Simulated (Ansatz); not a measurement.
A distorted cell of SnSe2 (CdI2 type):

```xyz
6
Lattice="7.6806 0.0000 0.0000 -1.9202 3.3258 0.0000 0.0000 0.0000 6.0040" Properties=species:S:1:pos:R:3 pbc="T T T"
Sn     0.3000    -0.6000     0.0000
Sn     3.8403     0.0000     0.0000
Se     0.0000     2.2172     1.5934
Se     3.8403     2.2172     1.5934
Se     1.9202     1.1086     4.4106
Se     5.7605     1.1086     4.4106
```

These are PBE-D3(BJ) (plane waves to 420 eV, PAW, scalar-relativistic; Ansatz, a quantum-chemistry and plane-wave program) values and carry that method's errors. k mesh 4×8×5 (Γ-centred), Fermi-Dirac smearing 0.05 eV. E stands for the smeared free energy. Stress and pressure are positive under compression. As the smearing reaches across the gap at some points, energies and forces of such displacements shift with the k mesh and the smearing. SnSe2 was relaxed with its symmetry unable to fall. The PAW data are Ansatz's earlier set.

**Question.** Predict the force on every atom, in eV/Å.

**Answer.** 
```
atom      Fx      Fy      Fz
----  ------  ------  ------
Sn1   -1.795   4.124   0.544
Sn2   -0.077  -0.256  -0.064
Se3    2.180  -0.855   2.153
Se4    0.248   0.037  -0.159
Se5   -0.168  -0.206   0.245
Se6   -0.389  -2.844  -2.719
```

**Question.** Give the stress tensor in GPa and the pressure.

**Answer.** 
```
    3.4     -0.4      5.1
   -0.4      4.7      3.8
    5.1      3.8      7.6
```
The pressure, a third of the trace, is 5.2 GPa.

**Question.** In it atom 1 sits (0.300, -0.600, 0.000) Å away from its relaxed site. What is its energy relative to the relaxed cell?

**Answer.** 1389 meV/cell.

(A displaced cell: forces are minus the slopes of the energy, force constants its curvatures, and phonons follow from these.)
